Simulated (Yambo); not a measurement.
One stored BSE kernel of dimension 648 for KCl (rock salt, space group Fm-3m, No. 225) (Yambo, LDA bands; 6×6×6 mesh, 3 valence and 1 conduction bands, static screening with 30 bands and a 4 Ry block, scissor 3.30 eV, Tamm-Dancoff; broadening 0.15 eV; field along x), solved in several ways.

```json
[
 {"solver": "Haydock, threshold 2 %", "iterations": "4", "largest change of Im ε (% of its maximum)": "100", "rough time": "within a factor of two"},
 {"solver": "Haydock, threshold 0.5 %", "iterations": "9", "largest change of Im ε (% of its maximum)": "13", "rough time": "within a factor of two"},
 {"solver": "Haydock, threshold 0.1 %", "iterations": "10", "largest change of Im ε (% of its maximum)": "11", "rough time": "within a factor of two"},
 {"solver": "Haydock, threshold 0.005 %", "iterations": "20", "largest change of Im ε (% of its maximum)": "0.7", "rough time": "1"},
 {"solver": "SLEPc, lowest 10 states", "iterations": "–", "largest change of Im ε (% of its maximum)": "no full spectrum", "rough time": "within a factor of two"},
 {"solver": "SLEPc, lowest 60 states", "iterations": "–", "largest change of Im ε (% of its maximum)": "no full spectrum", "rough time": "within a factor of two"},
 {"solver": "full diagonalisation", "iterations": "–", "largest change of Im ε (% of its maximum)": "reference", "rough time": "within a factor of two"}
]
```

Haydock gives the spectrum without eigenstates, SLEPc the lowest states alone, full diagonalisation everything at a cost that grows as the cube of the dimension. Times include reading the kernel. Times are rough ratios from shared machines. Mesh and scissor weren't tested; the rows compare only with each other.

Geometry relaxed with LDA; primitive cell a = 4.296 Å, b = 4.296 Å, c = 4.296 Å, α = 60.00°, β = 60.00°, γ = 60.00°.
